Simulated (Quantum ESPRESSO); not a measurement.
## Kohn-Sham bands of Ge₂Mo (I4/mmm)

```yaml
crystal:
  lattice:
    - [0.00000, -3.32019, 0.00000]
    - [3.32019, 0.00000, 0.00000]
    - [-1.66010, 1.66010, 4.09319]
  atoms:
    - { symbol: Ge, position: [0.66167, 0.66167, 0.32334] }
    - { symbol: Ge, position: [0.33833, 0.33833, 0.67666] }
    - { symbol: Mo, position: [0.00000, 0.00000, 0.00000] }
```

Materials Project entry mp-10201; symmetrised, unrelaxed at this level. Not found in the COD (Crystallography Open Database) copy used, which has the formula in other groups; not checked further. Level: LDA, no spin polarisation, no spin-orbit coupling; pw.x of Quantum ESPRESSO at 64 Ry with PseudoDojo potentials, 10×10×10 k-points, Wannier90. Density: 10×10×10 mesh, cold smearing 0.01 Ry. Spin-orbit coupling, left out, would split the p-like bands by a few tenths of an eV.

Energies are relative to the Fermi level; weights are on the orthonormalised atomic waves of the pseudopotential files, averaged over the group. 42 electrons a cell are treated as valence.

```tsv
bands	from (eV)	to (eV)	filling	weight on atomic waves
1	-60.70	-60.68	filled	?
2–4	-34.99	-34.81	filled	?
5–14	-24.87	-24.65	filled	?
```

Question: Which atomic shells make up each group?

Answer: 
- 1, weight on atomic waves: Mo 4s 94 %, Ge 4p 4 %
- 2–4, weight on atomic waves: Mo 4p 98 %
- 5–14, weight on atomic waves: Ge 3d 100 %

No gap over 0.05 eV opens at the Fermi level at this level of theory.
